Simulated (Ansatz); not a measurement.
Mg₂Si:
```xyz
6
Lattice="4.1413 0.0000 0.0000 0.0000 4.1413 0.0000 0.0000 0.0000 6.9053" Properties=species:S:1:pos:R:3 pbc="T T T"
Mg     2.0706     2.0706     0.0000
Mg     0.0000     0.0000     0.0000
Mg     2.0706     0.0000     2.4717
Mg     0.0000     2.0706     4.4336
Si     2.0706     0.0000     5.1430
Si     0.0000     2.0706     1.7623
```

Relaxed with PBEsol. Special points in fractions of this cell's reciprocal vectors: Γ (0.000, 0.000, 0.000); X (0.000, 0.500, 0.000); M (0.500, 0.500, 0.000); Z (0.000, 0.000, 0.500); R (0.000, 0.500, 0.500); A (0.500, 0.500, 0.500).

Problem. List the band energies nearest the Fermi level at these points for the program Ansatz at the PBEsol level (PAW).

Solution. In eV from the Fermi level; about four levels below and three above (degenerate sets whole), none deeper than 8.9 eV; points with the same levels are listed once.

| k | below | above |
|---|---|---|
| Γ | -1.37 -1.37 -0.44 -0.17 | 0.22 0.22 1.46 |
| X | -4.33 -4.33 -3.12 -3.12 | 0.02 0.02 2.42 2.42 |
| M | -2.21 -2.21 -1.18 -1.18 | 0.37 0.37 6.46 6.46 |
| Z | -0.99 -0.99 -0.55 -0.55 | 0.16 1.40 2.32 |
| R | -5.22 -5.22 -1.21 -1.21 | 0.09 0.09 0.75 0.75 |
| A | -3.27 -3.27 -3.05 -3.05 | 0.72 0.72 2.78 2.78 |

Space group P4/nmm. The workflow started from a Materials Project entry (that database holds measured and hypothetical structures alike); the Crystallography Open Database copy checked does not list it. It is not the phase usual at ambient conditions (space group No. 225). The PBEsol relaxation kept the symmetry of its start; of distortions, only those at the zone centre were tested.

Potentials: the later of the program's two PAW sets.
